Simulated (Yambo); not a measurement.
NaF (rock salt, space group Fm-3m, No. 225), G0W0@PBEsol in Yambo with this input:

```
rim_cut
gw0
dyson
el_el_corr
HF_and_locXC
ppa
em1d
RandQpts= 1000000
RandGvec= 1 Ry
EXXRLvcs= 88 Ry
VXCRLvcs= 352 Ry
Chimod= "HARTREE"
% BndsRnXp
 2 | 93 |
%
NGsBlkXp= 14 Ry
% LongDrXp
 1.0 | 1.0 | 1.0 |
%
PPAPntXp= 27.2114 eV
% GbndRnge
 1 | 93 |
%
GTermKind= "BG"
DysSolver= "n"
ExtendOut
```

On a 6×6×6 mesh, with wavefunctions cut at 88 Ry, the gap (Γ → Γ) is 10.754 eV and the valence edge shifts by -3.019 eV.

What happens with this change: 33 bands in G?

The gap rises by 0.072 eV, to 10.826 eV; the shift of the valence edge becomes -3.105 eV. Neither run is shown to be the converged limit.

Geometry relaxed with PBEsol; primitive cell a = b = c = 3.2720 Å, α = β = γ = 60.00°.

A shift is the quasiparticle energy of the state minus its PBEsol energy.
